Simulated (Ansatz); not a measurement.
## YAl2N3 (ordering on rocksalt) by several functionals

All numbers come from the PAW code Ansatz. (Calculated; non-magnetic; the phase may be known or hypothetical.)

The cell is YAl2N3 as one 6-atom ordering (I4/mmm) on the rocksalt lattice; cell and atoms were relaxed with r2SCAN. It is tetragonal, I4/mmm (No. 139); conventional cell a = 3.206 Å, c = 12.717 Å, 10.89 Å³ an atom. Y is surrounded by 6 N at 2.27 Å; N is surrounded by 5 Al at 1.89–2.27 Å and 1 Y at 2.27 Å; Al is surrounded by 6 N at 1.89–2.27 Å; N is surrounded by 2 Al at 2.20 Å and 4 Y at 2.27 Å.

```
Y N Al
1.0
    -1.60309    1.60309    6.35857
     1.60309   -1.60309    6.35857
     1.60309    1.60309   -6.35857
Y N Al
1 3 2
Direct
  0.00000 0.00000 0.00000
  0.82123 0.82123 0.00000
  0.17877 0.17877 0.00000
  0.50000 0.50000 0.00000
  0.32737 0.32737 0.00000
  0.67263 0.67263 0.00000
```

Band edges at fixed r2SCAN geometry:
```json
{"level": "PBE", "k mesh": "12×12×12", "gap (eV)": "0.90", "kind": "indirect", "edges": "Γ → M", "least direct gap (eV)": "0.96"}
{"level": "PBE+SOC", "k mesh": "12×12×12", "gap (eV)": "0.88", "kind": "indirect", "edges": "Γ → M", "least direct gap (eV)": "0.94"}
{"level": "r2SCAN", "k mesh": "12×12×12", "gap (eV)": "1.35", "kind": "indirect", "edges": "Γ → M", "least direct gap (eV)": "1.40"}
{"level": "HSE06", "k mesh": "6×6×6", "gap (eV)": "1.95", "kind": "indirect", "edges": "Γ → M", "least direct gap (eV)": "2.01"}
{"level": "PBE0", "k mesh": "6×6×6", "gap (eV)": "2.65", "kind": "indirect", "edges": "Γ → M", "least direct gap (eV)": "2.71"}
```
PBE, PBE+SOC: smearing of 0.02 eV; the others have fixed occupations.
Wave cutoffs: 420 eV, 500 eV (r2SCAN).

The HSE06 gap is indirect, 1.95 eV (Γ to M), below the direct gap of 2.01 eV at Γ. Spin-orbit coupling changes the PBE gap by -0.024 eV, to 0.88 eV.

r2SCAN covers 43 % of the step from PBE to HSE06. For gaps to 0.1 eV, spin-orbit coupling (up to 0.024 eV on PBE's least or direct gap) can be left out. Among these functionals the gap stays indirect.

Only the levels marked +SOC include spin-orbit coupling.
